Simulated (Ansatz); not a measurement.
# VF₃ in Ansatz, relaxation

input.yaml:

```yaml
crystal:
  lattice:
    - [2.59168716, 1.49630817, 4.49265559]
    - [-2.59168716, 1.49630817, 4.49265559]
    - [0.0, -2.99262638, 4.49265559]
  atoms:
    - { symbol: V, position: [0.0, 0.0, 0.0], spin: 2.0 }
    - { symbol: V, position: [0.5, 0.5, 0.5], spin: 2.0 }
    - { symbol: F, position: [0.6501, 0.8499, 0.25], spin: 0.0 }
    - { symbol: F, position: [0.25, 0.6501, 0.8499], spin: 0.0 }
    - { symbol: F, position: [0.8499, 0.25, 0.6501], spin: 0.0 }
    - { symbol: F, position: [0.3499, 0.1501, 0.75], spin: 0.0 }
    - { symbol: F, position: [0.75, 0.3499, 0.1501], spin: 0.0 }
    - { symbol: F, position: [0.1501, 0.75, 0.3499], spin: 0.0 }
  symmetry: { detect: false, time_reversal: true }
kpoints:
  mp_grid: { grid: [5, 5, 5], shift: [0, 0, 0] }
magnetization:
  spin_polarized: true
scf:
  occupations: { method: fermi_dirac }
  lower_state_search: "off"
hamiltonian:
  pseudopotentials: { kind: paw }
  xc: r2scan
basis:
  ecutwfc: 500
  fft_grid_basis: typed
relax:
  max_steps: 40
  cell: { p_target: 0.0 }
  f_tol: 0.03
output:
  forces: true
  stress: true
  eigenvalues: true
  bader: true
  populations: true
  elf: true
  write_potential: true
  volumetric_format: npy
  dos:
    e_range: [-12, 8]
    de: 0.05
    projected: { site_lists: { F: [F], V: [V] } }
checkpoint:
  read: saved_state
```

Run with:

```bash
ansatz run input.yaml --threads 2 --pin off --max-ram 4096MiB --backend cpu --events-out ev --progress --plain --runs-dir out
```

Origin of the cell: a database entry, scaled a little.

The smearing width isn't typed, so it takes its default of 0.1 eV.

The saved state is a converged single point of the same cell, with its larger moments on V1 up, V2 up.

The program first moved the atoms by about 0.01 Å at random, to leave a saddle point that the symmetry would hold.

Steps («new basis» is an SCF on plane waves selected anew at the same cell):

| step | ΔF (meV/atom) | max force component (eV/Å) | P (GPa) | volume (Å³) | SCF iterations | step was |
| --- | --- | --- | --- | --- | --- | --- |
| 1 | 0.0 | 0.448 | -1.71 | 104.53 | 34 | accepted |
| 2 | -2.9 | 0.335 | -0.75 | 103.32 | 16 | accepted |
| 3 | -5.8 | 0.090 | 0.39 | 101.27 | 18 | accepted |
| 4 | -6.4 | 0.092 | 0.21 | 100.92 | 16 | accepted |
| 5 | -3.4 | 0.355 | -0.19 | 98.41 | 19 | rejected |
| 6 | -7.1 | 0.056 | -0.22 | 100.46 | 34 | accepted |
| 7 | -6.7 | 0.196 | -0.05 | 99.25 | 17 | rejected |
| 8 | -7.5 | 0.024 | -0.07 | 99.78 | 32 | accepted |
| 9 | -7.6 | 0.023 | -0.12 | 99.60 | 16 | accepted |
| 10 | -7.6 | 0.009 | 0.04 | 99.49 | 11 | accepted |
| 11 | -7.6 | 0.004 | -0.01 | 99.57 | 12 | accepted |
| 12 | -7.0 | 0.004 | 0.02 | 99.57 | 15 | new basis |
| 13 | -7.0 | 0.003 | 0.00 | 99.67 | 12 | accepted |
| 14 | -7.0 | 0.001 | 0.00 | 99.73 | 19 | accepted |
| 15 | -7.0 | 0.001 | 0.00 | 99.73 | 5 | new basis |

Before:

Space group R-3c (No. 167); the run's cell has a = 5.398 Å, b = 5.398 Å, c = 5.398 Å, α = 57.39°, β = 57.39°, γ = 57.39°. Shortest distances: F–V 1.94 Å, F–F 2.74 Å.

The relaxed structure.

Space group C2/c (No. 15); the run's cell has a = 5.385 Å, b = 5.338 Å, c = 5.338 Å, α = 56.30°, β = 56.60°, γ = 56.60°. Shortest distances: F–V 1.90 Å, F–F 2.70 Å.

```
CELL_PARAMETERS angstrom
2.56629 1.48159 4.49634
-2.51744 1.45471 4.47711
0.00115 -2.90761 4.47717
ATOMIC_POSITIONS crystal
V 0.00035 0.00088 0.99915
V 0.50034 0.50089 0.49915
F 0.62792 0.86595 0.24826
F 0.25029 0.63956 0.86049
F 0.87272 0.25182 0.63413
F 0.37277 0.13582 0.75006
F 0.75040 0.36220 0.13782
F 0.12798 0.74994 0.36418
```

- Free energy lowered by: 7.0 meV/atom
- Volume change: -4.59 %
- Final pressure: 0.00 GPa
- Relaxation steps listed: 15
- Formation energy (elements under the same functional, gases as molecules, uncorrected): -3.284 eV/atom
- Site moments at the end (small spheres, which read low): V1 +1.5, V2 +1.5 μB
- Total moment: 4.00 μB

Caveats: the k mesh is coarse if the cell is a metal; the program displaced the start to leave a saddle point.

Time: 4700 s of wall time on 2 CPU thread(s) of a shared host, from a saved density.
